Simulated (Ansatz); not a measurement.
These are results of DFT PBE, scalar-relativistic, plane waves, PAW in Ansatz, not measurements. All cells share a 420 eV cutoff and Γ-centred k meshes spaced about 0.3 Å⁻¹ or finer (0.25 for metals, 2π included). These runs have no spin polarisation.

Temperature and zero-point effects are left out.

Two forms of Al₃RuN were relaxed alike.

A.

Space group Cmcm (No. 63). a = 2.954 Å, b = 10.027 Å, c = 8.417 Å, α = 90.00°, β = 90.00°, γ = 90.00°
```csv
atom,site,symmetry,x,y,z
Al,4c,m2m,0.0000,0.0522,0.7500
Al,8f,m..,0.5000,0.1378,0.4716
Ru,4c,m2m,0.0000,0.2399,0.2500
N,4a,2/m..,0.0000,0.0000,0.5000
```

B.

Space group P4/mmm (No. 123). a = 3.033 Å, b = 3.033 Å, c = 6.591 Å, α = 90.00°, β = 90.00°, γ = 90.00°
```json
{"atom": "Al", "site": "2h", "symmetry": "4mm", "x": "0.5000", "y": "0.5000", "z": "0.7046"}
{"atom": "Al", "site": "1a", "symmetry": "4/mmm", "x": "0.0000", "y": "0.0000", "z": "0.0000"}
{"atom": "Ru", "site": "1b", "symmetry": "4/mmm", "x": "0.0000", "y": "0.0000", "z": "0.5000"}
{"atom": "N", "site": "1c", "symmetry": "4/mmm", "x": "0.5000", "y": "0.5000", "z": "0.0000"}
```

Question: Which is lower in energy, and by how much?

Answer: B is lower, by 201 meV/atom. A has space group Cmcm (No. 63), 12.5 Å³/atom and no gap on its mesh; B has space group P4/mmm (No. 123), 12.1 Å³/atom and a gap of 0.05 eV. In A, Al on a site of symmetry m2m is surrounded by 2 N at 2.17 Å, 2 Ru at 2.55 Å, 10 Al at 2.90–3.05 Å and 1 Ru at 2.93 Å; around Ru lie 8 Al at 2.55–2.65 Å, 1 Al at 2.93 Å, 2 Ru at 2.95 Å and 2 N at 3.20 Å; around N lie 4 Al at 2.04 Å, 2 Al at 2.17 Å, 2 N at 2.95 Å and 2 Ru at 3.20 Å; 1 more site not described. In B, around Al on a site of symmetry 4mm lie 1 N at 1.95 Å, 4 Ru at 2.53 Å, 1 Al at 2.70 Å and 8 Al at 2.90–3.03 Å; Ru has 8 Al at 2.53 Å and 4 Ru at 3.03 Å; around N lie 2 Al at 1.95 Å and 4 Al at 2.14 Å; 1 more site not described. Both come from trial cells of a structure search.

Trial moments fell under 0.15 μB along the way in Cmcm and P4/mmm; another start might hold them. Small gaps are read on the mesh alone, and bands can cross between its points. With atoms moved at random, B (by 7 meV/atom) fell into a lower structure. A had no clear such test and can be a saddle point.
